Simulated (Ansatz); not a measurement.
CaSi₂Au₂:
```yaml
crystal:
  lattice:
    - [-2.16391, 2.16391, 5.03262]
    - [2.16391, -2.16391, 5.03262]
    - [2.16391, 2.16391, -5.03262]
  atoms:
    - { symbol: Ca, position: [0.00000, 0.00000, 0.00000] }
    - { symbol: Si, position: [0.61480, 0.61480, 0.00000] }
    - { symbol: Si, position: [0.38520, 0.38520, 0.00000] }
    - { symbol: Au, position: [0.75000, 0.25000, 0.50000] }
    - { symbol: Au, position: [0.25000, 0.75000, 0.50000] }
```

Relaxed with r²SCAN. Special points in fractions of this cell's reciprocal vectors: Γ (0.000, 0.000, 0.000); X (0.000, 0.000, 0.500); P (0.250, 0.250, 0.250); N (0.000, 0.500, 0.000); M (0.500, 0.500, -0.500); S (0.296, 0.704, -0.296); S0 (-0.296, 0.296, 0.296); R (-0.092, 0.092, 0.500); G (0.500, 0.500, -0.092).

Task: List the band energies nearest the Fermi level at these points for the program Ansatz at the r²SCAN level (PAW).

Result: In eV from the Fermi level; about four levels below and three above (degenerate sets whole), none deeper than 8.9 eV; points with the same levels are listed once.

| k | below | above |
|---|---|---|
| Γ | -3.98 -3.39 -1.54 -1.54 | 0.61 0.69 0.69 |
| X | -3.00 -2.69 -2.44 -1.10 | 2.84 3.07 3.88 |
| P | -2.75 -2.75 -1.97 -1.97 | 2.52 4.03 4.30 4.30 |
| N | -5.33 -4.53 -2.57 -0.66 | 0.67 1.87 1.98 |
| M | -3.39 -2.18 -2.18 -0.21 | 0.05 2.68 3.20 |
| S | -4.94 -1.13 -0.85 -0.40 | 2.24 2.39 2.89 |
| R | -2.68 -2.46 -1.84 -0.77 | 2.84 3.07 4.17 |

Space group I4/mmm. The workflow started from a Materials Project entry (that database holds measured and hypothetical structures alike); the Crystallography Open Database files this formula in space group No. 139, but the cells were not matched. Its standing as an ambient phase is unchecked. The cell was relaxed with r²SCAN under the symmetry of its start; whether a distortion lowers the energy is not shown. Scalar-relativistic: spin–orbit coupling is off unless named, which matters more the heavier the elements.

Potentials: the later of the program's two PAW sets.
